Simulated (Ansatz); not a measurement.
## FeCo₂: relaxed-ion elastic tensor

Theory: Ansatz 0.2.0, DFT PBE, scalar-relativistic, plane waves, PAW. Settings: 420 eV plane-wave cutoff, Γ-centred 24×24×8 mesh, Gaussian smearing of 0.20 eV. Collinear spin, site moments 2.5, 1.7, 1.7 μB.

The cell, relaxed at this level:
```xyz
3
Lattice="2.5102 0.0000 0.0000 -1.2551 2.1739 0.0000 0.0000 0.0000 6.1744" Properties=species:S:1:pos:R:3 pbc="T T T"
Fe    0.0000    0.0000    3.0872
Co    1.2551    0.7246    5.1731
Co    0.0000    1.4493    1.0013
```

It was reached by relaxing an invented guess, and it needn't be the stable form of this composition. In a metal, frequencies and elastic constants depend on the k mesh and the smearing, soft modes and shear constants most.

Q: Give the relaxed-ion elastic constants (GPa, Voigt order xx yy zz yz xz xy, on the Cartesian axes of the cell above).

A:
C11 = 299.9, C12 = 156.1, C13 = 109.7, C14 = 34.3, C22 = 299.9, C23 = 109.7, C24 = -34.3, C33 = 352.4, C44 = 33.5, C55 = 33.5, C56 = 34.3, C66 = 71.9 GPa; the others vanish.

Q: Is the crystal stable against homogeneous strain?

A: Too close to call: the least eigenvalue is 13.4 GPa, within what the k mesh leaves open in a metal.
